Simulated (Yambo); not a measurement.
FeSe$_{2}$ (space group Pnnm, No. 58), G0W0@LDA in Yambo; all else as in the reference (2×2×4 Γ-centred k mesh, bands 29 to 172 and a 7 Ry block in the screening, 172 bands in G with the Bruneval-Gonze terminator, plasmon pole fitted at 27.2 eV). One parameter is varied: the cutoff of the wavefunctions in Yambo, over 10, 20, 30, 50, 90 Ry.

### Question
From which value on does the gap (0, 0, 0.25) → (0, -0.5, -0.5) stay within 0.05 eV of the largest setting?

### Answer
From 30 Ry on.
```
cutoff of the wavefunctions in Yambo (Ry)  G0W0 gap (eV)  valence shift (eV)
-----------------------------------------  -------------  ------------------
10                                                  0.62                1.09
20                                                  0.83                1.17
30                                                  0.75                0.78
50                                                  0.71                0.50
90                                                  0.71                0.48
```
The last step of the sweep still moves the gap by 2 meV; the other settings are held fixed.

The standard potential for Se keeps a d shell in the valence without the s and p states of that shell. In tests on such compounds this moved G0W0 gaps by up to about 0.9 eV, so absolute quasiparticle energies here are unreliable; differences between settings are what counts.

Spin-orbit coupling is not included.

Geometry of the Materials Project entry, not relaxed at this level; primitive cell a = 4.7796 Å, b = 5.7563 Å, c = 3.5809 Å, α = β = γ = 90.00°.

The runs are not spin-polarised; magnetic order was not tried.

A shift is the quasiparticle energy of the state minus its LDA energy.
